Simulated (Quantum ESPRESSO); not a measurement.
# Pd2AlMo4Mg: one composition in several site orders

Computed values, not a measurement. The program is pw.x of Quantum ESPRESSO 7.5 (plane-wave density functional theory). The cell is made up: eight metal atoms on a hexagonal close-packed lattice, with elements, volume, strain and displacements drawn at random and not relaxed, so it may be unstable or far from any real phase. PseudoDojo standard norm-conserving files set the functional (PBE unless stated); there is no spin polarisation or spin-orbit coupling, the Fermi-Dirac width of 0.25 eV means electrons at about 2900 K, and the masses in the input are unused placeholders. A spin test at this wide smearing found no moment, but such smearing suppresses magnetism that the real alloy may have.

The runs put one composition on the sites in different orders. Cell, positions, cutoff, mesh and smearing stay as in the input of run 1; sites are counted in its order. Stress in the tables is positive in tension.

Input of run 1:

```
&control calculation='scf', pseudo_dir='./dojo.nc.sr.pbe.v0_5.standard.upf', outdir='./o', disk_io='minimal', tprnfor=.true., tstress=.true. /
&system ibrav=0, nat=8, ntyp=4, nbnd=69, ecutwfc=84.00895049, nosym=.true., tot_charge=0,
 occupations='smearing', smearing='fd', degauss=0.0183746611
/
&electrons conv_thr=1.470e-08, electron_maxstep=70, mixing_beta=0.5 /
ATOMIC_SPECIES
Al 1.0 Al.upf
Mg 1.0 Mg.upf
Mo 1.0 Mo.upf
Pd 1.0 Pd.upf
CELL_PARAMETERS angstrom
-2.9118 -0.0382 -0.037
0.0661 5.0595 0.0454
1.3009 -2.597 -9.4242
ATOMIC_POSITIONS angstrom
Pd 0.0188 0.0401 -0.0035
Al -0.0349 1.7138 -2.37
Pd -0.1131 -0.0055 -4.7211
Mo -0.0562 1.6685 -7.0436
Mg -1.3991 2.4146 0.0597
Mo -1.4296 4.146 -2.42
Mo -1.4702 2.497 -4.7059
Mo -1.5815 -0.9149 -7.1175
K_POINTS automatic
8 5 3 1 1 1
```

| run | elements on sites 1 to 8 | free energy less that of run 1 (eV) | -TS (eV) | pressure (GPa) | stress xx (GPa) | stress yy (GPa) | stress zz (GPa) | stress yz (GPa) | stress xz (GPa) | stress xy (GPa) | iterations |
| --- | --- | --- | --- | --- | --- | --- | --- | --- | --- | --- | --- |
| 1 | Pd Al Pd Mo Mg Mo Mo Mo | 0.000 | -1.609 | -12.90 | 14.45 | 15.54 | 8.70 | 1.08 | 0.74 | 0.69 | 20 |
| 2 | Mg Pd Mo Pd Mo Mo Al Mo | 0.522 | -1.796 | -12.20 | 14.87 | 7.25 | 14.49 | -2.23 | 0.06 | 1.86 | 19 |
| 3 | Mg Mo Mo Mo Al Mo Pd Pd | 0.248 | -1.574 | -13.02 | 14.69 | 10.02 | 14.34 | 0.17 | 0.78 | 1.37 | 19 |
| 4 | Al Pd Mg Mo Mo Mo Mo Pd | 0.724 | -1.788 | -12.75 | 15.21 | 9.87 | 13.16 | 3.59 | 0.37 | 1.19 | 19 |
| 5 | Mg Pd Pd Al Mo Mo Mo Mo | 0.612 | -1.655 | -12.69 | 14.99 | 10.30 | 12.78 | -0.45 | 1.14 | 1.75 | 19 |
| 6 | Pd Pd Mo Mo Al Mo Mg Mo | 0.436 | -1.749 | -12.10 | 15.15 | 11.15 | 10.02 | -1.29 | -0.02 | 0.68 | 21 |

Forces Fx Fy Fz (eV/Å):

| site | run 1 | run 2 | run 3 | run 4 | run 5 | run 6 |
| --- | --- | --- | --- | --- | --- | --- |
| 1 | -0.02 -0.19 -0.31 | 0.00 -0.95 -0.01 | 0.01 -0.64 -0.08 | 0.05 -0.54 -0.22 | 0.01 -0.87 -0.55 | 0.03 -0.33 -0.26 |
| 2 | 0.12 -0.47 -0.37 | 0.18 -0.14 0.07 | 0.07 -0.31 -0.24 | 0.18 -0.63 0.20 | 0.15 -0.44 0.09 | 0.04 0.06 0.40 |
| 3 | 0.14 0.01 -0.14 | -0.02 -0.53 -0.07 | -0.09 0.28 -0.08 | 0.20 -0.12 -0.52 | 0.14 0.22 -0.14 | -0.02 -0.28 -0.31 |
| 4 | -0.10 0.11 0.21 | -0.07 0.19 0.15 | -0.02 -0.71 1.18 | -0.10 0.22 -0.45 | -0.02 -0.27 0.58 | 0.08 -0.58 -0.40 |
| 5 | -0.13 0.52 -0.65 | -0.17 1.09 -0.13 | -0.13 0.88 0.05 | -0.24 1.32 -0.42 | -0.12 1.34 -0.46 | -0.06 0.11 -0.58 |
| 6 | -0.01 -0.27 -0.22 | 0.20 0.10 -0.21 | 0.21 0.42 -0.40 | -0.07 -0.63 0.88 | -0.07 -0.50 -0.67 | 0.19 0.81 0.29 |
| 7 | -0.13 0.59 -0.74 | -0.12 -0.25 -0.02 | -0.16 -0.09 -0.17 | -0.08 0.28 0.39 | -0.14 0.60 0.50 | -0.24 -0.17 0.37 |
| 8 | 0.11 -0.30 2.21 | 0.00 0.50 0.23 | 0.11 0.17 -0.27 | 0.06 0.11 0.15 | 0.04 -0.08 0.64 | -0.02 0.38 0.49 |

The sites are displaced and not relaxed, so the energy differences mix bonding between neighbours with strain and are not ordering energies. A rerun of one cell of this series at a higher cutoff and on a denser mesh moved values by no more than 0.005 eV in energy, 0.02 GPa in stress and 0.006 eV/Å in force, and a second program with other atomic files agreed on that cell to 2 % rms in force and 0.5 GPa in pressure.